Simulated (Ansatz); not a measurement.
Piezoelectric tensor of Al3GaSb4

Computed with DFT PBE, scalar-relativistic, plane waves, PAW (Ansatz 0.2.0). Cutoff 420 eV, 6×4×6 k-points (Γ-centred), fixed occupations. No spin polarisation.

The cell, relaxed at this level:
```xyz
8
Lattice="4.4052 0.0000 0.0000 0.0000 8.8018 0.0000 0.0000 0.0000 6.2133" Properties=species:S:1:pos:R:3 pbc="T T T"
Al    2.2026    2.1973    3.1061
Al    0.0000    4.4009    6.2109
Al    2.2026    6.6044    3.1061
Ga    0.0000    0.0000    0.0005
Sb    0.0000    2.1986    1.5542
Sb    2.2026    4.4009    4.6579
Sb    0.0000    6.6032    1.5542
Sb    2.2026    0.0000    4.6633
```

The cell was found from a structure generator's guess, not taken from experiment. Spin–orbit coupling is left out, which matters for heavy elements.

**Question.** Give the relaxed-ion proper piezoelectric stress tensor e_iJ (C/m², Voigt columns xx yy zz yz xz xy).

**Answer.**
```
x    0.000  0.000  0.000  0.000  0.186  0.000
y    0.000  0.000  0.000 -0.182  0.000  0.000
z    0.182 -0.182  0.004  0.000  0.000  0.000
```
Signs follow the orientation of the cell as given.

**Question.** With the elastic constants (GPa, Voigt order)
```
92.2 18.3 34.5  0.0  0.0  0.0
18.3 91.9 34.5  0.0  0.0  0.0
34.5 34.5 75.6  0.0  0.0  0.0
 0.0  0.0  0.0 36.6  0.0  0.0
 0.0  0.0  0.0  0.0 36.6  0.0
 0.0  0.0  0.0  0.0  0.0 20.7
```
find the strain coefficients d = e·C⁻¹ (pC/N).

**Answer.**
```
x    0.0  0.0  0.0  0.0  5.1  0.0
y    0.0  0.0  0.0 -5.0  0.0  0.0
z    2.4 -2.5  0.1  0.0  0.0  0.0
```
